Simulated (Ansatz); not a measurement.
An Ansatz input:

```yaml
crystal:
  lattice:
    - [14.0, 0.0, 0.0]
    - [0.0, 14.4, 0.0]
    - [0.0, 0.0, 14.8]
  atoms:
    - { symbol: Te, position: [0.5, 0.5, 0.5], spin: 0.01 }
  symmetry: { detect: false, time_reversal: true }
hamiltonian:
  xc: mr2scan
  pseudopotentials:
    kind: paw
    azcp:
      Te: "pseudopotentials/Te.paw.azcp"
basis:
  ecutwfc: 500
  fft_grid_basis: typed
kpoints:
  mp_grid: { grid: [1, 1, 1], shift: [0, 0, 0] }
magnetization:
  spin_polarized: true
scf:
  occupations: { method: fermi_dirac, width: 0.01 }
```

and its output:

```
Engine: ansatz 0.2.0, aarch64-unknown-linux-gnu
Pseudopotentials: kind: paw
Pseudopotential: Te, paw, valence charge 16, recommended cutoff 500 eV (meta_gga) 
Functional definition: m-r2SCAN
  exchange = m_r2scan_x
  correlation = m_r2scan_c
Crystal: 1 atoms, lattice volume = 2983.680 Å³
Basis set: ecut = 500 eV, 75747 PW (Γ), exchange–correlation on 432×432×432 points (64 copies of the dense FFT grid, shifted against one another)
Bands: 13, of which v1, the nominal top of the filled ones, is band 8 counted from 1 (7 counted from 0)
Symmetry: 1 space group operations
k-points: 1
Non-local potential: Te, projectors of the file, l = 0: 2, l = 1: 2, l = 2: 2, l = 3: 2
PAW form: soft (Blöchl's): semilocal exchange-correlation on the pseudo side does not see the compensation charge
PAW frozen core: Te, regenerated for the run's functional (the file was generated under x = pbe(κ = 0.804, μ = 0.2195149727645171), c = pbe(β = 0.06672455060314922))
PAW one-centre angular grid: Te, 590 points (default); XC on 160 Gauss nodes
Initial density: superposition of atomic densities (neutral atoms: chi_scale 0, normalization atom)
Starting moments: Σ|m| = 0.01 μB on 1 of 1 site
Initial wavefunctions: pseudopotential atomic-orbital guess
Functional: x = mr2scan, c = mr2scan; τ floored in thin density (d = 2e-4 eV/Å³)
iter 1 solved again at ethr=5.97e-6 eV; its pass at ethr=3.10e-3 eV (dr2=9.55e-4 eV) is discarded
SCF iter   1: F=—  HF=-6991.422364 eV  |F-HF|=—  |Δ(HF+E_count)|=         —  Δρ=2.47e-4 (↑2.38e-4 ↓2.47e-4)  dr2=1.25e-3  dr2_τ=3.09e-5  dr2_m=1.26e-3  M=0.134 μB ∫|m|=0.134 μB  β_m=1.00  ethr=5.97e-6  ⟨swp⟩=5.0  Hψ=248  notcnv=0
spin=Collinear: Resta preconditioning applied to the charge; magnetization (m = ρ↑ − ρ↓) channel mixes plain (no charge-response kernel on spin).
SCF iter   2: F=—  HF=-6991.441406 eV  |F-HF|=—  |Δ(HF+E_count)|=   1.90e-2  Δρ=2.80e-3 (↑2.80e-3 ↓2.80e-3)  dr2=4.56e-4  dr2_τ=3.06e-3  dr2_m=2.14e-1  M=1.774 μB ∫|m|=1.774 μB  β_m=1.00  ethr=5.97e-6  ⟨swp⟩=7.0  Hψ=73  notcnv=0  κ⁻¹=1.0e0(r=1)
SCF iter   3: F=—  HF=-6991.880455 eV  |F-HF|=—  |Δ(HF+E_count)|=   4.39e-1  Δρ=4.32e-4 (↑4.32e-4 ↓4.15e-4)  dr2=2.01e-4  dr2_τ=1.05e-4  dr2_m=4.90e-3  M=2.000 μB ∫|m|=2.000 μB  β_m=1.00  ethr=2.85e-6  ⟨swp⟩=9.5  Hψ=103  notcnv=0  κ⁻¹=1.6e-2(r=2)
SCF iter   4: F=—  HF=-6991.891927 eV  |F-HF|=—  |Δ(HF+E_count)|=   1.15e-2  Δρ=1.18e-4 (↑4.40e-5 ↓1.18e-4)  dr2=8.04e-4  dr2_τ=7.47e-7  dr2_m=1.10e-4  M=2.000 μB ∫|m|=2.000 μB  β_m=1.00  ethr=1.25e-6  ⟨swp⟩=3.5  Hψ=72  notcnv=0  κ⁻¹=1.5e-2(r=3)
SCF iter   5: F=—  HF=-6991.897493 eV  |F-HF|=—  |Δ(HF+E_count)|=   5.57e-3  Δρ=1.39e-3 (↑6.68e-5 ↓1.39e-3)  dr2=9.13e-2  dr2_τ=5.35e-5  dr2_m=1.22e-2  M=2.000 μB ∫|m|=2.000 μB  β_m=1.00  ethr=1.25e-6  ⟨swp⟩=7.5  Hψ=71  notcnv=0  κ⁻¹=1.1e-4(r=4)
SCF iter   6: F=—  HF=-6992.028227 eV  |F-HF|=—  |Δ(HF+E_count)|=   1.31e-1  Δρ=2.47e-3 (↑6.77e-4 ↓2.47e-3)  dr2=3.88e-1  dr2_τ=1.81e-4  dr2_m=2.88e-2  M=2.000 μB ∫|m|=2.005 μB  β_m=1.00  ethr=1.25e-6  ⟨swp⟩=8.0  Hψ=101  notcnv=0  κ⁻¹=1.2e-5(r=5)
SCF iter   7: F=—  HF=-6992.162226 eV  |F-HF|=—  |Δ(HF+E_count)|=   1.34e-1  Δρ=1.55e-3 (↑1.41e-3 ↓1.55e-3)  dr2=3.80e-1  dr2_τ=1.67e-4  dr2_m=4.23e-4  M=2.000 μB ∫|m|=2.014 μB  β_m=1.00  ethr=1.25e-6  ⟨swp⟩=8.0  Hψ=107  notcnv=0  defer=1  κ⁻¹=5.3e-6(r=6)
SCF iter   8: F=—  HF=-6992.165260 eV  |F-HF|=—  |Δ(HF+E_count)|=   3.03e-3  Δρ=1.49e-3 (↑1.49e-3 ↓1.44e-3)  dr2=3.74e-1  dr2_τ=1.66e-4  dr2_m=1.53e-4  M=2.000 μB ∫|m|=2.015 μB  β_m=1.00  ethr=1.25e-6  ⟨swp⟩=7.0  Hψ=93  notcnv=0  defer=2  κ⁻¹=5.1e-6(r=7)
...
SCF iter  69: F=-6992.043404 eV  HF=-6992.043401 eV  |F-HF|=2.52e-6  |Δ(HF+E_count)|=   1.84e-6  Δρ=1.58e-5 (↑5.74e-7 ↓1.58e-5)  dr2=1.09e-5  dr2_τ=6.92e-9  dr2_m=1.75e-6  M=2.000 μB ∫|m|=2.017 μB  β_m=1.20  ethr=5.89e-10  ⟨swp⟩=4.5  Hψ=79  notcnv=0  κ⁻¹=1.4e-5(r=8)
SCF iter  70: F=-6992.043404 eV  HF=-6992.043401 eV  |F-HF|=2.56e-6  |Δ(HF+E_count)|=   1.03e-7  Δρ=1.56e-5 (↑5.57e-7 ↓1.56e-5)  dr2=1.06e-5  dr2_τ=6.72e-9  dr2_m=1.70e-6  M=2.000 μB ∫|m|=2.017 μB  β_m=1.20  ethr=5.89e-10  ⟨swp⟩=3.0  Hψ=48  notcnv=0  κ⁻¹=1.4e-5(r=8)
SCF iter  71: F=-6992.043404 eV  HF=-6992.043402 eV  |F-HF|=2.06e-6  |Δ(HF+E_count)|=   7.63e-7  Δρ=1.41e-5 (↑5.08e-7 ↓1.41e-5)  dr2=8.62e-6  dr2_τ=5.48e-9  dr2_m=1.38e-6  M=2.000 μB ∫|m|=2.017 μB  ethr=5.89e-10  ⟨swp⟩=1.0  Hψ=82  notcnv=0
Mixer restart at iter 71: flushing history
iteration 71: the SCF's residuals had fallen too slowly under its mixing. It goes on by minimising its free energy, and can end on another state than longer mixing would; under `scf.algorithm: density_mixing` no SCF does so, but by `scf.convergence.dm_fallback`
SCF iter  72: F=—  HF=-6992.043406 eV  |F-HF|=—  |Δ(HF+E_count)|=   3.83e-6  Δρ=3.03e-6 (↑3.03e-6 ↓8.80e-7)  dr2=3.79e-7  dr2_τ=2.73e-9  dr2_m=6.13e-8  M=2.000 μB ∫|m|=2.017 μB  ethr=5.89e-10  ⟨swp⟩=5.5  Hψ=355  notcnv=0
SCF iter  73: F=—  HF=-6992.043406 eV  |F-HF|=—  |Δ(HF+E_count)|=   3.28e-8  Δρ=6.68e-7 (↑1.71e-7 ↓6.68e-7)  dr2=2.03e-8  dr2_τ=3.77e-11  dr2_m=3.24e-9  M=2.000 μB ∫|m|=2.017 μB  ethr=5.89e-10  ⟨swp⟩=1.0  Hψ=77  notcnv=0
SCF iter  74: F=-6992.043406 eV  HF=-6992.043406 eV  |F-HF|=5.33e-10  |Δ(HF+E_count)|=   3.94e-8  Δρ=2.43e-7 (↑2.43e-7 ↓6.70e-8)  dr2=2.04e-9  dr2_τ=1.43e-11  dr2_m=4.53e-10  M=2.000 μB ∫|m|=2.017 μB  ethr=1.27e-10  ⟨swp⟩=1.0  Hψ=83  notcnv=0
SCF iter  75: F=-6992.043406 eV  HF=-6992.043406 eV  |F-HF|=5.14e-10  |Δ(HF+E_count)|=  3.55e-11  Δρ=2.44e-7 (↑2.44e-7 ↓6.70e-8)  dr2=2.06e-9  dr2_τ=1.50e-11  dr2_m=4.57e-10  M=2.000 μB ∫|m|=2.017 μB  ethr=1.28e-11  ⟨swp⟩=1.0  Hψ=84  notcnv=0
SCF 1 converged in 75 iterations: F = -6992.043406 eV  dr2 = 2.06e-9
iteration 75: the least curvature of the free energy that was read at this close is 0.002 (0.549 in the run's own bands): near zero (its residual is 0.002), and the free energy falls along no way that was tried (none was if the reading's last walks met no value under 0.05)
at 3 of the mixer's solves, the last at iteration 51, it left a direction of its history that read negative out of its fit and stepped the other way along it
SCF converged after 75 iterations
Stability not told: the SCF's own minimisation came to no verdict on its close, and a probe of this close did not settle it; the lowest value that the minimisation read is 3.7e-2 (residual 7.1e-5): no lower mode is shown, and none is ruled out
Magnetization: 2.0000 μB (9.0000 up, 7.0000 down)
Absolute magnetization: 2.0228 μB (∫|ρ↑−ρ↓|, with the PAW one-centre terms)
Spin contamination: 0.0028 ħ² per cell (⟨S²⟩ above its minimum at these occupations)
Per-site moments (μB) at R_I (Å): [(1.9999988063879401, 5.775)]
Free energy (F): -6992.043406 eV
Harris-Foulkes:  -6992.043406 eV  (|F-HF|=5.14e-10)
Internal energy: -6992.043406 eV  (E = F + TS)
E sigma→0 (E₀):  -6992.043406 eV
Fermi energy:    -5.216795 eV
--- Per-component energies (eV) ---
  E_band       = -480.282417
  E_kinetic    = 178.579990
  E_local      = -3541.467310  (includes V_loc(G=0)·N_el)
  E_nonlocal   = -310.570945
  E_hartree    = 1842.905126
  E_xc         = -112.585226
  E_vxc        = -108.213410  (∫ρ·V_xc dr)
  E_paw        = -4686.216215  (= ΣΔE_a)
  E_vpaw       = -391.224047  (= ΣTr[D̂ρ^β])
  E_aug_tail   = -0.000038  (compensation charges beyond the density's cutoff)
  E_vtau       = 6.802164  (kinetic-family band-sum trace: ∫τ·v_τ [+ j·A + Jᵃ·Aᵃ] dr)
  E_ewald      = -362.973644
  E_core_change = 0.284855  (= ΣΔE_core)
  E_smearing   = -0.000000  (= −TS)
  E_closure    = -0.000000  (closes the sum)
  Σ components = -6992.043406   (vs F -6992.043406, Δ=0.00e0)
--- Band table (eV) ---
  k-point 0 ↑: bands = ["-42.8631", "-42.8631", "-42.4451", "-42.4451", "-42.3098", "-16.0089", "-6.8013", "-6.8012", "-5.9605", "-0.1326", "0.5283", "0.7031", "0.7406"]
  k-point 0 ↓: bands = ["-42.5514", "-42.5514", "-42.2663", "-42.2663", "-42.1657", "-14.5563", "-5.4269", "-4.9998", "-4.9997", "0.0109", "0.6714", "0.7718", "0.7967"]
```

Command:

```sh
ansatz run input.yaml --threads 4 --pin off --max-ram 8192MiB --backend cpu --events-out ev --progress --plain --runs-dir out
```

On 4 threads of Arm Neoverse V1 (shared host) this took about 1900 s of wall time and 7400 s of CPU time, with 5.7 GiB at the peak.
